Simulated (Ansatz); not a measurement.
Each is relaxed and computed with DFT-LDA in the program Ansatz with PAW potentials. Which is the only one with a gap?
A. CaS, rock salt
B. SnSb, rock salt
C. YSb, rock salt
D. YAs, rock salt

A, CaS, rock salt. CaS: gap 1.97 eV (indirect); YSb: metal; YAs: metal; SnSb: metal. Standing as an ambient phase not checked: YSb, rock salt; YAs, rock salt; SnSb, rock salt. All cells were relaxed under the symmetry of their starts (and spin orders); stability against distortions was not tested throughout. Rows with no word on spin ran without spin polarisation. Scalar-relativistic: spin–orbit coupling is off unless named, which matters more the heavier the elements.

Potentials: the later of the program's two PAW sets.
